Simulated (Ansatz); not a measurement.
## InSb (F-43m): the size of the finite step

```
CELL_PARAMETERS angstrom
0.00000 3.27795 3.27795
3.27795 0.00000 3.27795
3.27795 3.27795 0.00000
ATOMIC_POSITIONS crystal
In 0.00000 0.00000 0.00000
Sb 0.75000 0.75000 0.75000
```

Conventional cell: a = 6.556 Å, b = 6.556 Å, c = 6.556 Å, α = 90.00°, β = 90.00°, γ = 90.00°. In (atom 1) is surrounded by 4 Sb at 2.84 Å. Around Sb (atom 2) lie 4 In at 2.84 Å.

Computed, not measured; unless marked otherwise by r²SCAN, PAW on Ansatz 0.2.0's default frozen-core files (fitted under PBE), scalar-relativistic. k mesh 12×12×12, strains of ±0.005, Fermi-Dirac smearing of 0.050 eV, cutoff 500 eV. The cell was relaxed by PAW under this functional.

Problem. Elastic constants come from stresses at strains of ±0.005 (two-point stencil): C11 = 63.5, C12 = 33.4, C44 = 29.4 GPa. What does an amplitude of 0.04 give?

Solution. C11 = 63.6, C12 = 33.8, C44 = 29.5 GPa. A large step picks up anharmonic terms.

Caveats: frozen-core PAW files fitted under PBE, their cores solved anew for the functional of the run; the gap is closed or tiny at this level, so small that the run used smearing; responses move with mesh and smearing.
